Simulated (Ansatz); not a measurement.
Relaxing a structure of ZnCu2SnS4

The start is a relaxed ZnCu2SnS4 cell with every coordinate shifted by Gaussian noise of σ = 0.3 Å. The structure is fully relaxed (lattice and positions, P = 0) with PBEsol (plane waves to 420 eV, PAW, scalar-relativistic; Ansatz, a quantum-chemistry and plane-wave program). The first steps use a coarse 5×5×6 k-mesh.

The start:
```
ZnCu2SnS4
1.0
   -2.68742     2.68742     5.37554
    2.68742    -2.68742     5.37554
    2.68742     2.68742    -5.37554
Cu Zn Sn S
2 1 1 4
Direct
  0.14262   0.95463   0.12781
  0.82475   0.27556   0.64231
  0.35965   0.79093   0.65162
  0.58755   0.60226   0.08060
  0.57205   0.55829   0.53199
  0.09196   0.13691   0.45120
  0.27342   0.80480   0.87775
  0.93129   0.29775   0.02069
```

**Question.** What pressure does the first self-consistent step give?

**Answer.** +21.4 GPa (positive: the cell is compressed).

**Question.** What is the largest force in the starting geometry, and on which atom (counted from 1)?

**Answer.** 9.63 eV/Å, on S5 (atoms numbered as listed).

**Question.** How do the shortest distances between atoms change?

**Answer.** The closest pairs of elements (up to four, under 3.6 Å), start → end: S–Zn 1.83 → 2.33 Å; Cu–S 1.83 → 2.27 Å; S–Sn 2.17 → 2.45 Å; S–S 3.09 → 3.59 Å.

**Question.** Is the relaxed structure metallic? Give its gap.

**Answer.** 0.11 eV, direct at Γ (no spin-orbit coupling).

Final values are on a 9×9×9 k-mesh of the relaxed cell. No spin polarisation in the result.
